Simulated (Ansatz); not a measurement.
## 5 guesses for Nb2B3C and where they end

The calculation used Ansatz, DFT PBE, scalar-relativistic, plane waves, PAW. Settings: cutoff 420 eV, Γ-centred meshes spaced at most about 0.3 Å⁻¹, and about 0.25 Å⁻¹ or finer for metals (2π included), Gaussian smearing. No spin polarisation in the final relaxations.

Each guess was relaxed in cell and atoms at zero pressure, within the symmetry of its start. Temperature and zero-point effects are left out. Coordination counts B or C atoms around Nb (for each partner element, those within 1.25 times its shortest distance or 1.15 times the sum of covalent radii, where it is the nearest in units of that sum or under 1.3; a plus sign parts groups by distance over the sum of covalent radii; a slash parts the counts of unlike sites).

| guess | made from | start group | V start (Å³/atom) | end group | V end (Å³/atom) | coordination at the end | gap on mesh (eV) | E over the lowest end (meV/atom) |
| --- | --- | --- | --- | --- | --- | --- | --- | --- |
| 1 | Hf2GaSb3 type | P-4m2 | 10.2 | P-4m2 | 10.2 | Nb 9 | 0 | 120 |
| 2 | Er2Mg3Ru type | P4/mmm | 14.2 | P4/mmm | 9.7 | Nb 9 | 0 | 0 |
| 3 | random cell | P6/mmm | 11.3 | P6/mmm | 16.3 | Nb 9 | 0 | 738 |
| 4 | random cell | P4/mmm | 13.9 | P4/mmm | 12.8 | Nb 6/4+8 | 0 | 323 |
| 5 | NdGa2Pt3 type | P6/mmm | 10.8 | ? | ? | ? | ? | ? |

Guess 5 as it starts:

```yaml
crystal:
  lattice:
    - [4.71067, 0.00000, 0.00000]
    - [-2.35534, 4.07956, 0.00000]
    - [0.00000, 0.00000, 3.36929]
  atoms:
    - { symbol: Nb, position: [0.33333, 0.66667, 0.00000] }
    - { symbol: Nb, position: [0.66667, 0.33333, 0.00000] }
    - { symbol: B, position: [0.50000, 0.00000, 0.50000] }
    - { symbol: B, position: [0.00000, 0.50000, 0.50000] }
    - { symbol: B, position: [0.50000, 0.50000, 0.50000] }
    - { symbol: C, position: [0.00000, 0.00000, 0.00000] }
```

**Question.** Fill in the missing row: what does this guess relax into, and where does it rank?

**Answer.** It ends in space group P6/mmm (No. 191), with a = 4.449 Å, c = 4.026 Å, 11.5 Å³/atom and no gap; its coordination is Nb 9. It lies 0.60 eV/atom over the lowest end, above guess 4 and below guess 3. Counting B or C atoms around Nb, this end and the lowest (guess 2) both have Nb 9. The lowest (guess 2) holds B–B pairs (shortest 1.64 Å); in this end the shortest B–B distance is 2.22 Å, near bonding range too.

```cif
data_structure
_symmetry_space_group_name_H-M 'P 1'
_symmetry_Int_Tables_number 1
_cell_length_a 4.4486
_cell_length_b 4.4486
_cell_length_c 4.0263
_cell_angle_alpha 90.000
_cell_angle_beta 90.000
_cell_angle_gamma 120.000
_cell_volume 69.00
loop_
_atom_site_label
_atom_site_type_symbol
_atom_site_fract_x
_atom_site_fract_y
_atom_site_fract_z
_atom_site_occupancy
Nb1 Nb 0.33333 0.66667 0.00000 1
Nb2 Nb 0.66667 0.33333 0.00000 1
B1 B 0.50000 0.00000 0.50000 1
B2 B 0.00000 0.50000 0.50000 1
B3 B 0.50000 0.50000 0.50000 1
C1 C 0.00000 0.00000 0.00000 1
```

Energies over the elements count from the elements' standard structures at the same level, with no fitted energy shifts.

**Question.** Is the lowest end bound against the elements?

**Answer.** No: its formation energy is +0.34 eV/atom. It can't be a ground state, since the elements alone are lower.

The reference form of C is held partly by dispersion forces, which this level lacks. Cells relaxed within their symmetry can be saddle points. A lower structure may well exist outside this small set. Some types were kept out of the candidates beforehand, so the set may lack a known form.
